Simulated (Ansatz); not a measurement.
SiW in space group I4_1md (No. 109; W on 4a, Si on 4a) under volume change, the program Ansatz at the PBE level (PAW), shape and atoms relaxed at each volume.

```
V (Å³/atom)  E − E(relaxed) (meV/atom)  P (GPa)
-----------  -------------------------  -------
13.825                            96.1    24.38
14.281                            40.5    14.99
14.736                             9.6     6.93
15.192                             0.0     0.00
15.648                             8.7    -5.94
16.104                            32.9   -11.02
16.559                            70.6   -15.37
```

Q: What does a third-order Birch–Murnaghan fit give for V₀, B₀ and B′?

A: V₀ = 15.19 Å³/atom, B₀ = 213 GPa, B′ = 4.1.

A made-up cell: these elements were put on the sites of a structure type; neither database checked (COD, Materials Project) lists it. Its standing as an ambient phase is unchecked. The cell was relaxed with PBE under the symmetry of its start; whether a distortion lowers the energy is not shown. No spin polarisation was allowed. Scalar-relativistic: spin–orbit coupling is off unless named, which matters more the heavier the elements.

Potentials: the later of the program's two PAW sets.
